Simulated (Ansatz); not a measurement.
TiHg:
```
TiHg
1.0
    2.98416     0.00000     0.00000
    0.00000     2.98416     0.00000
    0.00000     0.00000     4.11040
Hg Ti
1 1
Cartesian
  0.00000   0.00000   0.00000
  1.49208   1.49208   2.05520
```

Relaxed with r²SCAN. Special points in fractions of this cell's reciprocal vectors: Γ (0.000, 0.000, 0.000); X (0.000, 0.500, 0.000); M (0.500, 0.500, 0.000); Z (0.000, 0.000, 0.500); R (0.000, 0.500, 0.500); A (0.500, 0.500, 0.500).

### Question
List the band energies nearest the Fermi level at these points for the program Ansatz at the r²SCAN with spin–orbit coupling level (PAW).

### Answer
In eV from the Fermi level; about four levels below and three above (degenerate sets whole), none deeper than 8.9 eV; points with the same levels are listed once.

```csv
k,below,above
Γ,-0.58 -0.58 -0.32 -0.32,0.75 0.75 2.08 2.08
X,-1.20 -1.20 -0.41 -0.41,1.50 1.50 1.92 1.92
M,-2.05 -2.05 -0.31 -0.31,0.68 0.68 1.21 1.21
Z,-5.06 -5.06 -0.86 -0.86,0.73 0.73 1.34 1.34
R,-0.90 -0.90 -0.33 -0.33,1.95 1.95 2.08 2.08
A,-1.80 -1.80 -1.51 -1.51,1.51 1.51 1.74 1.74
```

Space group P4/mmm (L1₀ or tetragonal B2). The workflow started from an entry of the Crystallography Open Database (COD). Whether it is the stable phase at ambient conditions was not checked. The r²SCAN relaxation kept the symmetry of its start; whether a distortion lowers the energy is not shown. No spin polarisation was allowed.

Potentials: the later of the program's two PAW sets.
